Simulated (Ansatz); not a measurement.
## CaMg2: reading a single point

```yaml
crystal:
  lattice:
    - [1.80269, 3.12236, 0.00000]
    - [-1.80269, 3.12236, 0.00000]
    - [0.00000, 0.00000, 5.60123]
  atoms:
    - { symbol: Ca, position: [0.00000, 0.00000, 0.00000] }
    - { symbol: Mg, position: [0.33333, 0.33333, 0.25000] }
    - { symbol: Mg, position: [0.66667, 0.66667, 0.75000] }
```

Level: r2SCAN, no spin polarisation; 500 eV; 11×11×6 Γ-centred mesh; fermi-dirac occupations (width 0.1 eV); Ansatz 0.2.0, fixed geometry.

(1) Which atom feels the largest force, and which way?

(2) What happens at the Fermi level?

(3) What do density and ELF say about some of the short contacts?

(4) What does the stress say?

(5) Give the Bader charges.

Origin: a known structure type with other elements, at an estimated volume, so it need not be a known compound. Caveats: atoms or cell far from equilibrium.

Results:

(1) The largest is on Mg2 (and as large on other atoms): 4.36 eV/Å, components (0.00, 0.00, 4.36). It makes 124° with the line to a nearest neighbour, Ca1 at 2.51 Å.

(2) It is a metal, with about 2.6 states/eV a cell as the mean within 0.25 eV of the Fermi level.

(3) Ca–Mg at 2.51 Å: least valence density 0.16 e/Å³ and ELF 0.10 there. Both are smooth PAW fields, read partly inside the augmentation spheres.

(4) The pressure is 27.5 GPa (compression positive), so with the atoms held at these fractions the cell would first expand; the forces are large, so a full relaxation may end otherwise. The principal stresses 23.5, 29.6, 29.6 GPa differ, so its shape would change too.

(5) Bader charges in e: Ca +0.40, Mg -0.20. In the mean Ca gives up most and Mg takes most.
